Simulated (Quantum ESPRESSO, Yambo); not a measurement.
MgS (zinc blende, space group F-43m, No. 216) under isotropic strain of -0.7 % on all lattice vectors. The PBEsol cell relaxed from Materials Project entry mp-13032 was given an isotropic strain of -0.7 % on all lattice vectors, and the atoms were relaxed again. Chain: norm-conserving PBEsol (Quantum ESPRESSO, 84 Ry, without SOC); G0W0 in Yambo (4×4×4 Γ-centred k mesh, bands 5 to 100 and a 10 Ry block in the screening, 100 bands in G with the Bruneval-Gonze terminator, plasmon pole fitted at 27.2 eV); BSE (10×10×10 mesh, 3 valence and 1 conduction bands, static screening with 24 bands and a 4 Ry block, scissor 1.89 eV, Tamm-Dancoff).

```
Property                                                                       Value
-----------------------------------------------  -----------------------------------
PBEsol gap (dense path)                                                      3.41 eV
PBEsol gap Γ → Γ on the GW mesh                                              3.41 eV
PBEsol smallest direct gap on the GW mesh, at Γ                              3.41 eV
G0W0 direct gap at that point                                                5.30 eV
G0W0 correction to the gap Γ → Γ                                             1.89 eV
lowest exciton                                   no binding energy given (see below)
RPA electronic dielectric constant along x        3.83 (12×12×12 mesh, PBEsol bands)
```

Rough cost of the Yambo steps against G0W0 for 6 states: BSE within a factor of two, one RPA spectrum about 1/7.

Convergence of the G0W0 settings was not tested. The BSE states are vertical excitations (zero momentum). Convergence of the RPA response with its 12×12×12 mesh was not tested. The lowest state covers only about 1 of the 1000 k points, so the mesh doesn't resolve it: its energy and its distance from the direct gap are mesh artefacts. An extended exciton needs a far denser mesh.

This is not the ordinary phase of the substance; no match was found in the copy of COD used, and its stability was not checked.
